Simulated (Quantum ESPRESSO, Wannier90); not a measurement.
Tight-binding from DFT: TlI (CsCl type)

Structure: Materials Project mp-23197, symmetrised, not relaxed again. COD (Crystallography Open Database) has the formula in 2 space groups, this one among them (matched by group alone). Level: PBEsol, no spin polarisation, no spin-orbit coupling; pw.x of Quantum ESPRESSO at 56 Ry with PseudoDojo potentials, 8×8×8 k-points, Wannier90. Density: 8×8×8 mesh, cold smearing 0.01 Ry. Spin-orbit coupling is left out although heavy elements are present.

Input w.win:

```
num_bands = 15
num_wann = 8
exclude_bands = 2-6
num_iter = 0
conv_tol = 1.0e-6
conv_window = 4
dis_num_iter = 1000
dis_conv_tol = 1.0e-6
dis_froz_max = 7.92
write_hr = true
write_u_matrices = true
begin projections
Tl: s;p
I: s;p
end projections
begin unit_cell_cart
ang
    4.2382100000    0.0000000000    0.0000000000
    0.0000000000    4.2382100000    0.0000000000
    0.0000000000    0.0000000000    4.2382100000
end unit_cell_cart
begin atoms_frac
Tl   0.0000000000  0.0000000000  0.0000000000
I    0.5000000000  0.5000000000  0.5000000000
end atoms_frac
mp_grid = 8 8 8
begin kpoints
0.0000000000 0.0000000000 0.0000000000
0.0000000000 0.0000000000 0.1250000000
0.0000000000 0.0000000000 0.2500000000
... (509 more lines: the 8x8x8 mesh through Gamma)
end kpoints
```

On the energy scale of pw.x, whose zero is arbitrary, the valence-band maximum lies at 4.78 eV. Lines of w_hr.dat (R1 R2 R3 m n Re Im, eV) for R = 0 and one of the shortest lattice vectors, rounded to 0.01 eV, lines under 0.02 eV left out; orbitals in order: Tl1 s, Tl1 pz, Tl1 px, Tl1 py, I2 s, I2 pz, I2 px, I2 py.

```
    0    0    0    1    1     0.71     0.00
    0    0    0    5    1    -0.18     0.00
    0    0    0    6    1     0.30     0.00
    0    0    0    7    1     0.30     0.00
    0    0    0    8    1     0.30     0.00
    0    0    0    2    2     8.41     0.00
    0    0    0    5    2    -0.26     0.00
    0    0    0    6    2     0.28     0.00
    0    0    0    7    2     0.40     0.00
    0    0    0    8    2     0.40     0.00
    0    0    0    3    3     8.41     0.00
    0    0    0    5    3    -0.26     0.00
    0    0    0    6    3     0.40     0.00
    0    0    0    7    3     0.28     0.00
    0    0    0    8    3     0.40     0.00
    0    0    0    4    4     8.41     0.00
    0    0    0    5    4    -0.26     0.00
    0    0    0    6    4     0.40     0.00
    0    0    0    7    4     0.40     0.00
    0    0    0    8    4     0.28     0.00
    0    0    0    1    5    -0.18     0.00
    0    0    0    2    5    -0.26     0.00
    0    0    0    3    5    -0.26     0.00
    0    0    0    4    5    -0.26     0.00
    0    0    0    5    5    -6.36     0.00
    0    0    0    1    6     0.30     0.00
    0    0    0    2    6     0.28     0.00
    0    0    0    3    6     0.40     0.00
    0    0    0    4    6     0.40     0.00
    0    0    0    6    6     3.99     0.00
    0    0    0    1    7     0.30     0.00
    0    0    0    2    7     0.40     0.00
    0    0    0    3    7     0.28     0.00
    0    0    0    4    7     0.40     0.00
    0    0    0    7    7     3.99     0.00
    0    0    0    1    8     0.30     0.00
    0    0    0    2    8     0.40     0.00
    0    0    0    3    8     0.40     0.00
    0    0    0    4    8     0.28     0.00
    0    0    0    8    8     3.99     0.00
   -1    0    0    1    1    -0.08     0.00
   -1    0    0    3    1     0.28     0.00
   -1    0    0    2    2    -0.03     0.00
   -1    0    0    1    3    -0.28     0.00
   -1    0    0    3    3     0.76     0.00
   -1    0    0    6    3     0.03     0.00
   -1    0    0    8    3     0.03     0.00
   -1    0    0    4    4    -0.03     0.00
   -1    0    0    1    5    -0.18     0.00
   -1    0    0    2    5    -0.26     0.00
   -1    0    0    3    5     0.26     0.00
   -1    0    0    4    5    -0.26     0.00
   -1    0    0    7    5     0.07     0.00
   -1    0    0    1    6     0.30     0.00
   -1    0    0    2    6     0.28     0.00
   -1    0    0    3    6    -0.40     0.00
   -1    0    0    4    6     0.40     0.00
   -1    0    0    6    6     0.02     0.00
   -1    0    0    1    7    -0.30     0.00
   -1    0    0    2    7    -0.40     0.00
   -1    0    0    3    7     0.28     0.00
   -1    0    0    4    7    -0.40     0.00
   -1    0    0    5    7    -0.07     0.00
   -1    0    0    7    7     0.27     0.00
   -1    0    0    1    8     0.30     0.00
   -1    0    0    2    8     0.40     0.00
   -1    0    0    3    8    -0.40     0.00
   -1    0    0    4    8     0.28     0.00
   -1    0    0    8    8     0.02     0.00
```
